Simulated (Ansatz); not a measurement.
Simulated powder pattern, Cu Kα, λ = 1.54184 Å (kinematic, ideal powder, no thermal factors, no anomalous dispersion; the 30 strongest lines at most, above 1 %, up to 2θ = 90°):

| 2θ (°) | I/Imax (%) |
|---|---|
| 17.81 | 100 |
| 25.29 | 21 |
| 28.33 | 57 |
| 31.10 | 49 |
| 36.06 | 16 |
| 40.50 | 23 |
| 44.56 | 53 |
| 46.48 | 15 |
| 48.35 | 28 |
| 51.92 | 25 |
| 55.33 | 14 |
| 58.61 | 7.8 |
| 60.20 | 14 |
| 61.77 | 6.6 |
| 64.84 | 5.7 |
| 67.84 | 15 |
| 72.22 | 12 |
| 73.66 | 7.8 |
| 76.50 | 16 |
| 79.31 | 6.3 |
| 82.09 | 3.6 |
| 83.47 | 2.7 |
| 84.85 | 8.0 |
| 87.60 | 2.5 |

The pattern belongs to a structure relaxed with PBE in the plane-wave PAW code Ansatz.

Q: Which compound is it?
A) InAs, CsCl type
B) AlSiGeN, R3m (Al on 3a, N on 3a, Ge on 3a, Si on 3a)
C) Al2Os, cubic Laves (MgCu2 type)
D) AlAs, Pm-3n (Al on 6c, As on 6d)

A: D, AlAs, Pm-3n (Al on 6c, As on 6d)

Q: Give the lattice parameters.

A: a = 7.044 Å.

The start of the workflow was typed in or built on a structure type; neither database checked (COD, Materials Project) lists it. It is not the phase usual at ambient conditions (space group No. 216). Symmetry was held in the PBE relaxation; its stability against distortions is not shown here. The volume moved by 26 % from the start of the relaxation.

Potentials: the earlier of the program's two PAW sets.
